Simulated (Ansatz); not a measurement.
A (100) slab of Mg (P6_3/mmc (No. 194)), 8 planes, outer planes Mg (top) and Mg (bottom), with 8 atoms (Mg8) in a surface cell of A = 16.287 Å², as cut from the bulk:

```
CELL_PARAMETERS angstrom
3.18820 0.00000 0.00000
0.00000 5.10847 0.00000
0.00000 0.00000 25.12389
ATOMIC_POSITIONS crystal
Mg 0.00000 0.25000 0.29852
Mg 0.00000 0.75000 0.37179
Mg 0.50000 0.25000 0.40842
Mg 0.50000 0.75000 0.48168
Mg 0.00000 0.25000 0.51832
Mg 0.00000 0.75000 0.59158
Mg 0.50000 0.25000 0.62821
Mg 0.50000 0.75000 0.70148
```

Method: Ansatz 0.2.0, DFT PBEsol, scalar-relativistic, plane waves, PAW. Cutoff 420 eV; k points 11×7×1 on the computed 8-atom cell (Γ-centred); Gaussian smearing, width 0.10 eV; no spin polarisation. The cell repeats along c with a dipole correction in the vacuum.

Against the same 8 atoms in the bulk, the slab as cut lies 2.017 eV higher and the relaxed slab 2.011 eV higher.

Q: Work out the surface energy before and after relaxation.

A: The slab has two faces, so γ = (E_slab − N·E_bulk)/(2A), the mean of both. As cut: 2.017/(2 × 16.287) = 0.0619 eV/Å², and 1 eV/Å² = 16.02 J/m², so γ = 0.99 J/m². Relaxed: 2.011/(2 × 16.287) = 0.0617 eV/Å² = 0.99 J/m². Relaxation recovers 0.3 % of the cost of cutting.

Q: What is the ideal work of this cut, per area?

A: Griffith's ideal work is 2γ: 1.98 J/m², whether the new faces relax or not. Other cuts parallel to this plane can cost less. One thickness was run, 8 planes, so γ can still shift with it.